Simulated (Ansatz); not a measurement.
**Structures of CsBe2: which is lowest?**

Plane-wave DFT in Ansatz with scalar-relativistic PAW potentials, cutoff 420 eV, Γ-centred meshes chosen by cell and gap, Gaussian smearing with energies taken to zero width. Every cell was relaxed (cell and atoms) in a run of its own, within the symmetry of its start. Functional: PBE.

Relaxed structures (starts from databases or built by putting these elements on another compound's sites):
A. I4/mmm, 3 atoms in the computed cell, a = 4.770 Å, c = 9.384 Å; sites (symmetry × multiplicity) Cs 4/mmm × 2, Be 4mm × 4; start: built
B. Fm-3m, 3 atoms in the computed cell, a = 8.218 Å; sites (symmetry × multiplicity) Cs m-3m × 4, Be -43m × 8; start: built

Problem. Rank them by energy. Could pressure change the order?

Solution.
```csv
structure,group,E − E(lowest) (meV/atom),V (Å³/atom),gap on mesh (eV)
A,I4/mmm,0.0,35.58,0.00
B,Fm-3m,342,46.25,0.00
```

A is lowest, 342 meV/atom under B. The lowest is also the densest of these, so pressure wouldn't bring one of the others in at first order. Other structures may lie lower than all of these, and vibrations aren't counted.

Spin-orbit coupling is left out, which matters for the bands of heavy elements.